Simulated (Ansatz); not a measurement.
# Kick test of a cell of CrSi6Mo2

It was reached by relaxing an invented guess, and it needn't be the stable form of this composition.

Theory: Ansatz, DFT PBE, scalar-relativistic, plane waves, PAW. Plane waves to 420 eV, a k mesh through Γ of 12×12×12 on the computed 9-atom cell and Gaussian smearing (0.10 eV); no spin polarisation.

The cell below (9 atoms, space group Immm (No. 71)) is relaxed within its symmetry.

```
CELL_PARAMETERS angstrom
-1.59049 3.88304 4.76088
1.59049 -3.88304 4.76088
1.59049 3.88304 -4.76088
ATOMIC_POSITIONS crystal
Cr 0.50000 0.50000 0.00000
Si 0.17601 0.83788 0.33812
Si 0.83057 0.50000 0.33057
Si 0.50024 0.16212 0.33812
Si 0.49976 0.83788 0.66188
Si 0.16943 0.50000 0.66943
Si 0.82399 0.16212 0.66188
Mo 0.83341 0.83341 0.00000
Mo 0.16659 0.16659 0.00000
```

For the test it was strained at random (σ = 1.5 % a component), the atoms were moved at random (σ = 0.15 Å), and all was relaxed again on a coarse 8×8×8 mesh (in the run’s order of axes) with 0.20 eV smearing, with no symmetry imposed.

Trial moments died out on the coarse mesh, so the last step has no spin; another magnetic start might hold.

Task: Is the structure stable against such a distortion?

Result: It returns, within 1 meV/atom of the unmoved cell on that mesh and with the same symmetry when read at 0.1 Å. So it is stable against the distortions that fit this cell and that this random move excites. Modes that don't fit the cell aren't tested.
